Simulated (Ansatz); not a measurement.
# Deforming Nb

```yaml
crystal:
  lattice:
    - [0.00000, 2.11500, 2.11500]
    - [2.11500, 0.00000, 2.11500]
    - [2.11500, 2.11500, 0.00000]
  atoms:
    - { symbol: Nb, position: [0.00000, 0.00000, 0.00000] }
```

The conventional cell has a = 4.230 Å, b = 4.230 Å, c = 4.230 Å, α = 90.00°, β = 90.00°, γ = 90.00°. Nb (atom 1) is surrounded by 12 Nb at 2.99 Å.

The geometry is COD entry 1534903, unchecked; take it as a test cell.

These are results of Ansatz 0.2.0, DFT, PBEsol, all-electron LAPW, scalar-relativistic, not measurements.

Numerical set-up: a Γ-centred 13×13×13 k mesh, Fermi–Dirac smearing of 0.08 eV, basis error target 0.25 meV/atom, no spin polarisation.

The unchanged cell is at -6.65 GPa.

In a metal, stresses and small energies carry noise from the k mesh.

x, y and z are the Cartesian axes of the cell as listed; fractional coordinates follow a strain, and an engineering shear is twice the off-diagonal strain component.

(1) With this change (equal xy, yz and zx engineering shear strains of -3 %), what becomes of the energy and stress?

(2) With this change (equal xy, yz and zx engineering shear strains of -1 %), what becomes of the energy and stress?

With equal xy, yz and zx engineering shear strains of +2 %: energy change -3 meV/atom; stress change (xx, yy, zz, yz, xz, xy) -0.04, -0.04, -0.04, 0.85, 0.85, 0.85 GPa, compression positive.

(3) With this change (equal xy, yz and zx engineering shear strains of -2 %), what becomes of the energy and stress?

(4) With this change (equal xy, yz and zx engineering shear strains of +1 %), what becomes of the energy and stress?

With equal xy, yz and zx engineering shear strains of +3 %: energy change -7 meV/atom; stress change (xx, yy, zz, yz, xz, xy) -0.06, -0.06, -0.06, 1.10, 1.10, 1.10 GPa, compression positive.

## Answers

(1) Energy change -6 meV/atom; stress change (xx, yy, zz, yz, xz, xy) -0.22, -0.22, -0.22, -1.02, -1.02, -1.02 GPa, compression positive.

(2) Energy change under 1 meV/atom; stress change (xx, yy, zz, yz, xz, xy) -0.03, -0.03, -0.03, -0.42, -0.42, -0.42 GPa, compression positive.

(3) Energy change -3 meV/atom; stress change (xx, yy, zz, yz, xz, xy) -0.11, -0.11, -0.11, -0.72, -0.72, -0.72 GPa, compression positive.

(4) Energy change under 1 meV/atom; stress change (xx, yy, zz, yz, xz, xy) -0.02, -0.02, -0.02, 0.48, 0.48, 0.48 GPa, compression positive.
